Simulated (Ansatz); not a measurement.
According to the program Ansatz at the r²SCAN level (PAW), CdSiN₂ in the trigonal phase (R-3m; Cd on 3a, Si on 3b, N on 6c) relaxes to a = 2.898 Å, c = 16.418 Å. Si has 6 nearest neighbours from 1.94 Å (octahedral). Its formation energy from the elements is -0.24 eV/atom, with no fitted shifts.

It is gapped at this level: 1.58 eV (indirect). HSE06 on the same cell gives 2.29 eV. Gap from r²SCAN with spin–orbit coupling: 1.58 eV. The electron mass is 0.14, 0.33, 0.33 mₑ (principal values). The hole mass is 0.32, 0.98, 1.5 mₑ (principal values).

The bulk modulus is 223 GPa. The relaxed-ion elastic constants in GPa are C11 = 456, C12 = 135, C13 = 99.5, C14 = -13.3, C33 = 444, C44 = 47.2. The elastic constants imply a Debye temperature near 583 K. Bader charges are Cd +1.03, Si +3.10, N -2.07 e.

The start of the workflow was typed in or built on a structure type; neither database checked (COD, Materials Project) lists it. Whether it is the stable phase at ambient conditions was not checked. Symmetry was held in the r²SCAN relaxation; its stability against distortions is not shown here. The references are the lowest solids computed at this level, not always the standard phases (solids in place of the gases). Spin–orbit coupling is left out wherever it is not named.

Potentials: the later of the program's two PAW sets.
